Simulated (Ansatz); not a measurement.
Ansatz input file:

```yaml
crystal:
  lattice:
    - [3.9856114465, 0.0, 0.0]
    - [-1.9928057232, 3.4516407623, 0.0]
    - [0.0, 0.0, 20.0450242631]
  atoms:
    - { symbol: Ca, position: [0.66666667, 0.33333333, 0.8477491219] }
    - { symbol: Ca, position: [0.0, 0.0, 0.67559203] }
    - { symbol: Ca, position: [0.66666667, 0.33333333, 0.5] }
    - { symbol: Ca, position: [0.0, 0.0, 0.32440797] }
    - { symbol: Ca, position: [0.66666667, 0.33333333, 0.1522508781] }
    - { symbol: Sr, position: [0.0, 0.0, 0.0] }
basis:
  ecutwfc: 420
kpoints:
  mp_grid: { grid: [12, 12, 2] }
hamiltonian:
  xc: pbesol
scf:
  occupations: { method: gaussian, width: 0.1 }
output:
  forces: true
  stress: true
  eigenvalues: true
  populations: true
```

It can be run as
```bash
ansatz run input.yaml --threads 1 --pin off --backend cpu --events-out ev --progress --plain --runs-dir out  # memory cap (--max-ram) not shown
```

Theory: DFT PBEsol, scalar-relativistic, plane waves, PAW (Ansatz).

Abridged output:

```
Pseudopotentials: kind: paw
Pseudopotential: Ca, paw, valence charge 10, recommended cutoff 420 eV (normal)
Pseudopotential: Sr, paw, valence charge 10, recommended cutoff 420 eV (normal)
Functional definition: PBEsol
Crystal: 6 atoms, lattice volume = 275.757 Å³
Basis set: ecut = 420 eV, 5419 PW (Γ), exchange–correlation on 54×54×270 points (8 copies of the dense FFT grid, shifted against one another)
Bands: 36, of which v1, the nominal top of the filled ones, is band 30 counted from 1 (29 counted from 0)
Symmetry: 12 space group operations
Space group: P-6m2 (ITA 187), of the structure as read, at distance tolerance 6.5e-5 Å
k-points: 38 of 288 (time reversal used)
Initial density: superposition of atomic densities (neutral atoms: chi_scale 0, normalization atom), corrected by the library's trained network
Initial wavefunctions: pseudopotential atomic-orbital guess
Functional: x = pbesol(κ = 0.804, μ = 0.12345679), c = pbesol(β = 0.046)
SCF iter   1: F=—  HF=-12460.498235 eV  |F-HF|=—  |Δ(HF+E_count)|=         —  Δρ=2.58e-3  dr2=1.03e-1  ethr=1.77e-3  ⟨swp⟩=10.9  Hψ=7072  notcnv=0
SCF iter   2: F=—  HF=-12460.496489 eV  |F-HF|=—  |Δ(HF+E_count)|=   1.75e-3  Δρ=1.51e-3  dr2=4.99e-2  ethr=1.71e-4  ⟨swp⟩=1.4  Hψ=1707  notcnv=0
SCF iter   3: F=—  HF=-12460.493372 eV  |F-HF|=—  |Δ(HF+E_count)|=   3.12e-3  Δρ=4.74e-4  dr2=5.14e-3  ethr=8.31e-5  ⟨swp⟩=1.5  Hψ=1395  notcnv=0
SCF iter   4: F=—  HF=-12460.493221 eV  |F-HF|=—  |Δ(HF+E_count)|=   1.50e-4  Δρ=2.07e-4  dr2=8.93e-4  ethr=8.56e-6  ⟨swp⟩=1.6  Hψ=1419  notcnv=0
SCF iter   5: F=—  HF=-12460.493186 eV  |F-HF|=—  |Δ(HF+E_count)|=   3.48e-5  Δρ=4.06e-5  dr2=4.48e-5  ethr=1.49e-6  ⟨swp⟩=1.8  Hψ=1445  notcnv=0
SCF iter   6: F=—  HF=-12460.493385 eV  |F-HF|=—  |Δ(HF+E_count)|=   1.98e-4  Δρ=1.07e-5  dr2=5.51e-7  ethr=7.46e-8  ⟨swp⟩=2.1  Hψ=1553  notcnv=0  defer=6
SCF iter   7: F=—  HF=-12460.493385 eV  |F-HF|=—  |Δ(HF+E_count)|=   1.21e-7  Δρ=3.87e-6  dr2=1.11e-7  ethr=1.67e-10  ⟨swp⟩=12.7  Hψ=7506  notcnv=0
SCF iter   8: F=-12460.493385 eV  HF=-12460.493385 eV  |F-HF|=4.86e-9  |Δ(HF+E_count)|=   1.37e-8  Δρ=1.02e-6  dr2=7.55e-9  ethr=1.67e-10  ⟨swp⟩=4.9  Hψ=4144  notcnv=0
SCF 1 converged in 8 iterations: F = -12460.493385 eV  dr2 = 7.55e-9
SCF converged after 8 iterations
Free energy (F): -12460.493385 eV
Harris-Foulkes:  -12460.493385 eV  (|F-HF|=4.86e-9)
Internal energy: -12460.458425 eV  (E = F + TS)
E sigma→0 (E₀):  -12460.475905 eV
Entropy (-TS):   -0.034959 eV (-5.827 meV/atom)
Fermi energy:    4.677790 eV
--- Per-component energies (eV) ---
  E_band       = -1031.763654
  E_kinetic    = 1615.392132
  E_local      = -5185.111370  (includes V_loc(G=0)·N_el)
  E_nonlocal   = 527.294387
  E_hartree    = 1686.915452
  E_xc         = -839.326973
  E_vxc        = -997.743424  (∫ρ·V_xc dr)
  E_paw        = -6827.907861  (= ΣΔE_a)
  E_vpaw       = -365.427100  (= ΣTr[D̂ρ^β])
  E_aug_tail   = -0.000030  (compensation charges beyond the density's cutoff)
  E_ewald      = -3438.442482
  E_core_change = 0.728319  (= ΣΔE_core)
  E_smearing   = -0.034959  (= −TS)
--- Forces (eV/Å), atoms counted from 1 ---
  atom   1  Ca     0.00000000     0.00000000    -0.53455572
  atom   2  Ca     0.00000000     0.00000000    -0.05099677
  atom   3  Ca     0.00000000     0.00000000     0.00000000
  atom   4  Ca     0.00000000     0.00000000     0.05099677
  atom   5  Ca     0.00000000     0.00000000     0.53455572
  atom   6  Sr     0.00000000     0.00000000     0.00000000
--- Stress (GPa, compression-positive) ---
       -0.913108       0.000000       0.000000
        0.000000      -0.913108       0.000000
        0.000000       0.000000      -0.999828
  P = ⅓ Tr σ = -0.9420 GPa (-9.420 kbar)
--- Band table (eV; the first three rows and the last of 38) ---
  k-point 0: bands = ["-37.5509", "-37.5276", "-37.5275", "-37.3071", "-37.3071", "-31.3102", "-18.6087", "-18.5756", "-18.5598", "-18.5584", "-18.5584", "-18.5350", "-18.5350", "-18.5347", "-18.5347", "-18.3793", "-18.3779", "-18.3232", "-18.3232", "-18.3231", "-18.3231", "-13.3684", "-13.2067", "-13.2067", "0.7443", "1.1788", "1.2194", "2.3548", "2.3608", "3.5212", "4.3974", "5.2683", "5.5676", "6.2768", "6.3275", "6.7992"]
  k-point 1: bands = ["-37.5509", "-37.5276", "-37.5275", "-37.3071", "-37.3071", "-31.3102", "-18.6087", "-18.5756", "-18.5598", "-18.5584", "-18.5584", "-18.5350", "-18.5350", "-18.5347", "-18.5347", "-18.3793", "-18.3779", "-18.3232", "-18.3232", "-18.3231", "-18.3231", "-13.3684", "-13.2067", "-13.2067", "0.8043", "0.9293", "1.6974", "1.7145", "3.0207", "3.1173", "4.6231", "5.0095", "5.8446", "6.0010", "6.4611", "6.7973"]
  k-point 2: bands = ["-37.5505", "-37.5272", "-37.5271", "-37.3067", "-37.3066", "-31.3086", "-18.6073", "-18.5756", "-18.5633", "-18.5598", "-18.5598", "-18.5404", "-18.5404", "-18.5364", "-18.5360", "-18.3785", "-18.3772", "-18.3290", "-18.3290", "-18.3246", "-18.3245", "-13.3652", "-13.2283", "-13.2117", "0.8501", "1.2814", "1.3155", "2.4435", "2.4574", "3.6275", "4.4160", "5.2863", "5.5598", "6.2901", "6.3197", "6.6636"]
  k-point 37: bands = ["-37.5431", "-37.5199", "-37.5199", "-37.2993", "-37.2993", "-31.2826", "-18.6194", "-18.6179", "-18.6011", "-18.5944", "-18.5936", "-18.5923", "-18.5737", "-18.5618", "-18.5594", "-18.3840", "-18.3834", "-18.3832", "-18.3830", "-18.3667", "-18.3661", "-13.4256", "-13.4217", "-13.3147", "4.4315", "4.5367", "4.5464", "4.5520", "4.5654", "4.6027", "4.7141", "4.8875", "5.0479", "5.0483", "5.0671", "5.1076"]
--- Löwdin populations: 6 sites ---
  site symbol q [e]
     0     Ca      9.5147
     1     Ca      9.5196
     2     Ca      9.5124
     3     Ca      9.5196
     4     Ca      9.5147
     5     Sr      9.5479
  spilling = 0.047849 (of n_electrons = 60.000000)
```

Self-consistency was reached.